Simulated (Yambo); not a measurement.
A BSE run in Yambo for AlBO3 (space group R-3c, No. 167) (PBEsol bands; 6×6×6 mesh, 11 valence and 3 conduction bands, static screening with 53 bands and a 3 Ry block, scissor 2.63 eV, Tamm-Dancoff; field along x) gives:

```tsv
state	energy (eV)	states within 2 meV	relative strength	class
1	7.42	2	< 0.01	dark
2	7.68	1	< 0.01	dark
3	7.89	1	< 0.01	dark
4	7.92	2	0.15	strong
5	8.09	2	< 0.01	dark
```

Axes are Cartesian, with cell vectors (Å) (2.25, 1.30, 4.63), (-2.25, 1.30, 4.63), (0.00, -2.60, 4.63).

Problem. What changes when the window shrinks to 7 valence and 3 conduction bands?

Solution. The lowest state goes from 7.415 eV to 7.445 eV, and its distance below the direct gap from 1.067 eV to 1.038 eV. These are vertical excitations (zero momentum); the indirect quasiparticle gap, about 8.35 eV, is smaller than the direct one (8.57 eV on the GW mesh). The scissor comes from a G0W0 run whose convergence isn't established.

Geometry of the Materials Project entry, not relaxed at this level; primitive cell a = 5.314 Å, b = 5.314 Å, c = 5.314 Å, α = 50.16°, β = 50.16°, γ = 50.16°.
